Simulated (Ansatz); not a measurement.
Input:

SiGe:
```xyz
8
Lattice="3.9280 0.0000 0.0000 0.0000 3.9257 0.0000 0.0000 0.0000 11.0988" Properties=species:S:1:pos:R:3 pbc="T T T"
Si     0.9820     0.0000     3.5431
Si     0.9820     1.9628     4.8786
Si     2.9460     1.9628     6.2202
Si     2.9460     0.0000     7.5557
Ge     0.9820     0.0000     8.9389
Ge     0.9820     1.9628    10.3816
Ge     2.9460     1.9628     0.7173
Ge     2.9460     0.0000     2.1599
```

This is the r²SCAN-relaxed structure.

All from DFT-r²SCAN in the program Ansatz with PAW potentials, unless another level is named. Predict the gap with spin–orbit coupling.

0.50 eV.

Predict the electron effective mass.

0.15, 0.28, 3.1 mₑ (principal values).

And the hole effective mass with spin–orbit coupling?

0.093, 0.21, 0.24 mₑ (principal values).

What about the valence-band maximum?

at Γ.

What about the weight of the valence-edge state by species (Voronoi cells)?

Ge 61 %, Si 39 %.

Space group Pmma. The start of the workflow was typed in or built on a structure type; neither database checked (COD, Materials Project) lists it. Its standing as an ambient phase is unchecked. Symmetry was held in the r²SCAN relaxation; whether a distortion lowers the energy is not shown. Spin–orbit coupling is left out wherever it is not named.

Potentials: the later of the program's two PAW sets.
